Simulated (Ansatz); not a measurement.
CdSe (wurtzite), relaxed and computed with several functionals in Ansatz (plane waves, PAW).

```csv
functional,a (Å),c (Å),V (Å³/atom),gap (eV),B₀ by P(V) fit (GPa)
PBE,(withheld),(withheld),(withheld),(withheld),(withheld)
HSE06,4.348,7.088,29.01,1.53,50.2
r²SCAN,4.340,7.078,28.87,1.10,51.4
```

Problem. What belongs in the gaps?

Solution. 
- PBE, a (Å): 4.383
- PBE, c (Å): 7.154
- PBE, V (Å³/atom): 29.75
- PBE, gap (eV): 0.54
- PBE, B₀ by P(V) fit (GPa): 44.6

All cells were relaxed under the symmetry of their starts (and spin orders); stability against distortions was not tested throughout. Spin–orbit coupling is left out wherever it is not named.

Potentials: the later of the program's two PAW sets.

Ansatz (an electronic-structure program) is a plane-wave DFT program.
